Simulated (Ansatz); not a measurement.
All numbers below come from DFT PBE, scalar-relativistic, plane waves, PAW in Ansatz 0.2.0. All cells share a 420 eV cutoff and Γ-centred k meshes spaced at most about 0.3 Å⁻¹ (about 0.25 or finer for metals, 2π included). No spin polarisation in the final relaxations.

These are static total energies at zero pressure. All come from trial cells, and lower structures may exist.

Question: Which of these relaxed structures of SiB₄Mo is the lowest in energy?
1.

```xyz
6
Lattice="2.0929 -4.0205 0.0000 2.0929 4.0205 0.0000 0.0000 0.0000 3.0174" Properties=species:S:1:pos:R:3 pbc="T T T"
Si    0.0000    0.0000    1.5087
B     2.0929    2.4880    0.0000
B     2.0929   -2.4880    0.0000
B     1.0465    2.0102    1.5087
B     1.0465   -2.0102    1.5087
Mo    2.0929    0.0000    0.0000
```

2.

```xyz
6
Lattice="0.0000 2.9516 2.9516 2.9516 0.0000 2.9516 2.9516 2.9516 0.0000" Properties=species:S:1:pos:R:3 pbc="T T T"
Si    0.0000    0.0000    0.0000
B     2.2898    2.2898    2.2898
B     2.2898    3.6133    3.6133
B     3.6133    3.6133    2.2898
B     3.6133    2.2898    3.6133
Mo    4.4274    4.4274    4.4274
```

3.

```xyz
6
Lattice="2.7576 -3.5702 0.0000 2.7576 3.5702 0.0000 0.0000 0.0000 3.1486" Properties=species:S:1:pos:R:3 pbc="T T T"
Si    0.0000    0.0000    1.5743
B     3.5470   -2.3167    0.0000
B     1.9683    2.3167    0.0000
B     3.5470    2.3167    0.0000
B     1.9683   -2.3167    0.0000
Mo    2.7576    0.0000    0.0000
```

4.

```xyz
6
Lattice="3.0486 0.0000 0.0000 0.0000 3.0486 0.0000 0.0000 0.0000 6.0087" Properties=species:S:1:pos:R:3 pbc="T T T"
Si    1.5243    1.5243    3.0044
B     0.0000    0.0000    3.8047
B     1.5243    1.5243    0.9137
B     1.5243    1.5243    5.0951
B     0.0000    0.0000    2.2040
Mo    0.0000    0.0000    0.0000
```

Answer: 3. It has space group Cmmm (No. 65); the next, 4, with space group P4/mmm (No. 123), lies 167 meV/atom higher. Counting B or Si atoms around Mo (for each partner element, those within 1.25 times its shortest distance or 1.15 times the sum of covalent radii, where it is the nearest in units of that sum or under 1.3; a plus sign parts groups by distance over the sum of covalent radii), the lowest has Mo 8+4+4 and the next has Mo 10. The lowest holds B–B chains (shortest 1.58 Å); the next holds B–B pairs (shortest 1.60 Å). Even the lowest lies +0.29 eV/atom against the elements.

Cells relaxed within their symmetry can be saddle points. Some candidate types were left out of the draw beforehand, so a known form may be missing.
